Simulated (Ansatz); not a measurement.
The start is a generated cell, HgTe built in the AFLOW prototype AB_hR2_166_a_b (L1_1, as in CuPt). A full variable-cell relaxation at zero pressure is run with r2SCAN (plane waves to 500 eV, PAW, scalar-relativistic; Ansatz, a quantum-chemistry and plane-wave program). The first steps use a coarse 7×7×7 k-mesh.

Input geometry:
```
CELL_PARAMETERS angstrom
      1.88115     1.08608     6.00206
     -1.88115     1.08608     6.00206
      0.00000    -2.17217     6.00206
ATOMIC_POSITIONS crystal
  Hg 0.00000 0.00000 0.00000
  Te 0.50000 0.50000 0.50000
```

- Initial pressure: -6 GPa (negative: the cell is under tension)
- Energy released: 0.28 to 0.29 eV/atom (the two k-meshes of the run give this range)
- Volume change: -18.7 %, from 36.79 to 29.90 Å³/atom
- Shortest distances (start → end): The closest pairs of elements (up to four, under 3.6 Å), start → end: Hg–Hg 3.76 → 3.18 Å; Te–Te 3.76 → 3.18 Å
- Band gap at the end: zero (metallic)
- Optimiser moves: 17

Final values are on a 17×17×17 k-mesh of the relaxed cell. No spin polarisation in the result.

The run could not lose the symmetry of its start, so the end can be a saddle point.

All atoms sit on sites fixed by symmetry, so only the cell could relax.

The relaxed structure here is a generated cell of HgTe: the first start was made by placing the elements on the sites of a structure type, and the end was not matched to a known phase here, so it may be hypothetical. Known forms of HgTe include space group No. 216.
